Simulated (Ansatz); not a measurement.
C:
```cif
data_C32
_chemical_formula_sum 'C32'
_space_group_name_H-M_alt 'Fd-3m :1'
_space_group_IT_number 227
_space_group_name_Hall 'F 4d 2 3 -1d'
_cell_length_a 7.51323
_cell_length_b 7.51323
_cell_length_c 7.51323
_cell_angle_alpha 90.000
_cell_angle_beta 90.000
_cell_angle_gamma 90.000
loop_
_atom_site_label
_atom_site_type_symbol
_atom_site_symmetry_multiplicity
_atom_site_Wyckoff_symbol
_atom_site_fract_x
_atom_site_fract_y
_atom_site_fract_z
_atom_site_occupancy
C1 C 32 e 0.07054 0.07054 0.07054 1
```
(The calculation used a cell of 8 atoms; values per cell refer to that cell.)

Relaxed with PBE.

### Question
Which orbitals make up the states near the band edges in DFT-PBE in the program Ansatz with PAW potentials?

### Answer
Top 1 eV of the valence band: C 2p 97 %. Bottom 1 eV of the conduction band: C 2p 70 %, C 2s 11 %, outside the projected shells 19 %. Projections are on Löwdin-orthogonalised atomic valence shells; empty p or d shells of many metals are not among them.

### Question
Tabulate the density of states.

### Answer
States/eV per cell of 8 atoms, in 0.25 eV bins, energy from the valence-band maximum.

```tsv
E (eV)	total	C 2p	C 2s
-7.85	3.60	3.37	0.19
-7.60	4.82	4.58	0.19
-7.35	4.78	4.60	0.13
-7.10	3.61	3.49	0.08
-6.85	2.08	2.01	0.05
-6.60	1.34	1.30	0.03
-6.35	0.81	0.79	0.01
-6.10	0.37	0.37	0.00
-5.85	0.03	0.03	0.00
-5.60	0.11	0.11	0.00
-5.35	0.62	0.61	0.00
-5.10	1.20	1.18	0.01
-4.85	2.00	1.97	0.03
-4.60	3.37	3.30	0.05
-4.35	3.21	3.14	0.06
-4.10	2.50	2.44	0.06
-3.85	1.39	1.33	0.05
-3.60	1.57	1.51	0.06
-3.35	0.60	0.58	0.02
-3.10	1.38	1.34	0.04
-2.85	1.23	1.19	0.03
-2.60	1.91	1.84	0.07
-2.35	2.20	2.12	0.07
-2.10	2.34	2.26	0.07
-1.85	2.30	2.23	0.06
-1.60	1.46	1.41	0.04
-1.35	0.96	0.92	0.03
-1.10	0.67	0.65	0.02
-0.85	0.46	0.45	0.01
-0.60	0.30	0.29	0.01
-0.35	0.18	0.18	0.00
-0.10	0.03	0.03	0.00
0.15	0.00	0.00	0.00
0.40	0.00	0.00	0.00
0.65	0.00	0.00	0.00
0.90	0.00	0.00	0.00
1.15	0.00	0.00	0.00
1.40	0.00	0.00	0.00
1.65	0.00	0.00	0.00
1.90	0.00	0.00	0.00
2.15	0.00	0.00	0.00
2.40	1.59	1.31	0.04
2.65	3.09	2.08	0.26
2.90	4.19	2.88	0.51
3.15	5.06	3.46	0.79
3.40	3.58	2.25	0.64
3.65	2.50	1.65	0.44
3.90	4.14	2.39	0.90
4.15	3.63	1.91	0.77
4.40	2.33	1.18	0.44
4.65	3.22	1.11	0.77
4.90	3.41	1.20	0.96
5.15	4.83	2.12	1.24
5.40	3.37	1.24	1.04
5.65	3.01	0.90	1.08
5.90	2.87	0.88	1.06
6.15	2.51	0.95	0.76
6.40	3.99	1.49	0.95
6.65	3.51	1.19	0.81
6.90	4.59	1.81	1.05
7.15	2.43	0.77	0.58
```

The start of the workflow was typed in or built on a structure type. Its sites differ from those of the usual phase in this space group: another stacking or structure type. Symmetry was held in the PBE relaxation; its stability against distortions is not shown here.

Potentials: the later of the program's two PAW sets.
